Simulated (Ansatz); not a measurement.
C:
```yaml
crystal:
  lattice:
    - [2.46488, 0.00000, 0.00000]
    - [-1.23244, 2.13465, 0.00000]
    - [0.00000, 0.00000, 6.75401]
  atoms:
    - { symbol: C, position: [0.00000, 0.00000, 0.25000] }
    - { symbol: C, position: [0.00000, 0.00000, 0.75000] }
    - { symbol: C, position: [0.33333, 0.66667, 0.25000] }
    - { symbol: C, position: [0.66667, 0.33333, 0.75000] }
```

Relaxed with PBE+D3(BJ).

Which orbitals make up the states near the Fermi level in DFT-PBE+D3(BJ) in the program Ansatz with PAW potentials?

Within 0.5 eV of the Fermi level: C 2p 99 %. Projections are on Löwdin-orthogonalised atomic valence shells; empty p or d shells of many metals are not among them.

Tabulate the density of states.

States/eV per cell of 4 atoms, in 0.25 eV bins, energy from the Fermi level.

```csv
E (eV),total,C 2p,C 2s
-7.85,1.10,0.98,0.11
-7.60,1.19,1.08,0.10
-7.35,1.30,1.18,0.10
-7.10,1.48,1.37,0.10
-6.85,1.49,1.40,0.08
-6.60,1.93,1.84,0.08
-6.35,2.29,2.20,0.07
-6.10,1.69,1.62,0.06
-5.85,1.50,1.45,0.04
-5.60,1.43,1.38,0.04
-5.35,1.39,1.35,0.04
-5.10,1.26,1.22,0.03
-4.85,1.32,1.29,0.02
-4.60,1.21,1.19,0.02
-4.35,1.18,1.16,0.02
-4.10,1.15,1.14,0.01
-3.85,1.13,1.12,0.01
-3.60,1.12,1.11,0.01
-3.35,1.12,1.12,0.00
-3.10,1.02,1.02,0.00
-2.85,0.80,0.80,0.00
-2.60,0.87,0.86,0.00
-2.35,0.87,0.87,0.00
-2.10,0.86,0.86,0.00
-1.85,0.59,0.59,0.00
-1.60,0.45,0.45,0.00
-1.35,0.35,0.35,0.00
-1.10,0.28,0.27,0.00
-0.85,0.21,0.21,0.00
-0.60,0.13,0.13,0.00
-0.35,0.09,0.09,0.00
-0.10,0.02,0.02,0.00
0.15,0.03,0.03,0.00
0.40,0.08,0.08,0.00
0.65,0.14,0.14,0.00
0.90,0.24,0.23,0.00
1.15,0.36,0.35,0.00
1.40,0.68,0.66,0.00
1.65,0.99,0.95,0.00
1.90,0.86,0.83,0.00
2.15,0.81,0.78,0.00
2.40,0.67,0.64,0.00
2.65,0.59,0.57,0.00
2.90,0.55,0.53,0.00
3.15,0.51,0.49,0.00
3.40,0.48,0.46,0.00
3.65,0.46,0.44,0.00
3.90,0.44,0.42,0.00
4.15,0.42,0.40,0.00
4.40,0.46,0.39,0.00
4.65,0.48,0.38,0.00
```

Space group P6_3/mmc (graphite). Symmetry was held in the PBE+D3(BJ) relaxation.

Potentials: the earlier of the program's two PAW sets.
